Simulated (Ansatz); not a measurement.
# LuB2Ru3 with scf.occupations.method, scf.occupations.width changed

Level of theory: PBEsol, no spin polarisation, scalar-relativistic; Ansatz, plane waves to 420 eV (PAW set soft_2), k-mesh 9×9×10. These are the settings of the reference run.

Cell:

```
CELL_PARAMETERS angstrom
5.41525 0.00000 0.00000
-2.70762 4.68974 0.00000
0.00000 0.00000 2.99137
ATOMIC_POSITIONS crystal
Lu 0.00000 0.00000 0.00000
B 0.33333 0.66667 0.00000
B 0.66667 0.33333 0.00000
Ru 0.50000 0.00000 0.50000
Ru 0.50000 0.50000 0.50000
Ru 0.00000 0.50000 0.50000
```

The reference run of this cell is solved again as a single point with these keys changed:

| key | reference run | changed run |
| --- | --- | --- |
| scf.occupations.method | gaussian | cold |
| scf.occupations.width | 0.05 | 0.025 |

Question: How far do the results move?

Answer: 

| quantity | reference run | changed run |
| --- | --- | --- |
| energy, changed less reference (meV an atom) | 0 | 0.1 |
| pressure (GPa) | 0.0 | 0.0 |
| largest force (eV/Å) | 0.00 | 0.00 |
| gap on the mesh (eV) | 0.00 | 0.00 |

The results hardly move, so these settings together matter little here. It took 8 iterations from the trained starting density.

Caveats: a single point, atoms not relaxed again.
